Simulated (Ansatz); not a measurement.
The relaxed structure here is a generated cell of Bi: the first start was made by a random draw of sites in a space group, and the end was not matched to a known phase here, so it may be hypothetical. Known forms of Bi include space group No. 166.

The end point of a relaxation of Bi. Space group P6/mmm (No. 191), AFLOW prototype A_hP1_191_a (A_f, as in Sn). Level of theory: PBE (plane waves to 420 eV, PAW, scalar-relativistic; Ansatz, an electronic-structure program).

```cif
data_Bi
_chemical_formula_sum 'Bi1'
_space_group_name_H-M_alt 'P6/mmm'
_space_group_IT_number 191
_space_group_name_Hall '-P 6 2'
_cell_length_a 3.43710
_cell_length_b 3.43710
_cell_length_c 3.30172
_cell_angle_alpha 90.000
_cell_angle_beta 90.000
_cell_angle_gamma 120.000
loop_
_atom_site_label
_atom_site_type_symbol
_atom_site_symmetry_multiplicity
_atom_site_Wyckoff_symbol
_atom_site_fract_x
_atom_site_fract_y
_atom_site_fract_z
_atom_site_occupancy
Bi1 Bi 1 a 0.00000 0.00000 0.00000 1
```

* **Volume per atom**: 33.78 Å³
* **Band gap**: zero (metallic)
* **Shortest distances**: Bi–Bi 3.30 Å
* **k-mesh**: 16×16×14

Band energies at high-symmetry points (eV from the Fermi level; labels of this space group; no spin-orbit coupling), from −5 eV up to 2.9 eV:

```csv
point,energies
Γ,2.68
M,-4.89 1.51
K,-3.29 -3.29
A,–
L,-3.19 -2.51
H,-2.03 -1.54 -1.54
```

No spin polarisation in the result.

The run could not lose the symmetry of its start: the end is stationary, and may be a saddle point rather than a minimum.
